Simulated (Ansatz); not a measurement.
**C, first-principles data**

C:
```xyz
3
Lattice="2.6004 0.0000 0.0000 -1.3002 2.2520 0.0000 0.0000 0.0000 2.7995" Properties=species:S:1:pos:R:3 pbc="T T T"
C      1.3002     0.0000     0.0000
C     -0.6501     1.1260     1.8663
C      0.6501     1.1260     0.9332
```

Space group P6_222 (No. 180); conventional cell a = b = 2.600 Å, c = 2.799 Å, α = β = 90.00°, γ = 120.00°.

Method: plane-wave PAW r²SCAN (Ansatz code). Geometry: relaxed at this level of theory. Other levels are named where they apply.

### Cell and energy

```yaml
volume_per_atom: 5.46 Å³
density: 3.65 g/cm³
```

### Electronic structure

```yaml
band_gap: 2.24 eV (indirect)
valence_band_maximum: at A
conduction_band_minimum: at M (3 equivalent valleys)
smallest_direct_gap_on_the_standard_path: 4.95 eV
electron_effective_mass: 0.24, 0.35, 0.42 mₑ (principal values)
hole_effective_mass: 0.43, 0.52, 0.52 mₑ (principal values)
HSE06 gap on the r²SCAN cell: 2.93 eV
```

### Mechanics

```yaml
Bulk modulus (Birch–Murnaghan fit): 439 GPa
Pressure derivative B′: 3.8
Elastic constants (relaxed ions, GPa): C11 = 1210, C12 = 83.4, C13 = 40.1, C33 = 1210, C44 = 542
mechanical_stability: stable (all eigenvalues of C positive)
hill_bulk_and_shear_moduli: 440 and 561 GPa
Young's modulus: 1180 GPa
Poisson's ratio: 0.05
debye_temperature_from_the_elastic_constants: 2280 K
Piezoelectric stress constants (proper, relaxed ions, C/m²): e14 = 0.14, e25 = -0.14
```

The start of the workflow was typed in or built on a structure type; neither database checked (COD, Materials Project) lists it. It is not the phase usual at ambient conditions (space group No. 194, 227). Symmetry was held in the r²SCAN relaxation; its stability against distortions is not shown here.

Potentials: the later of the program's two PAW sets.
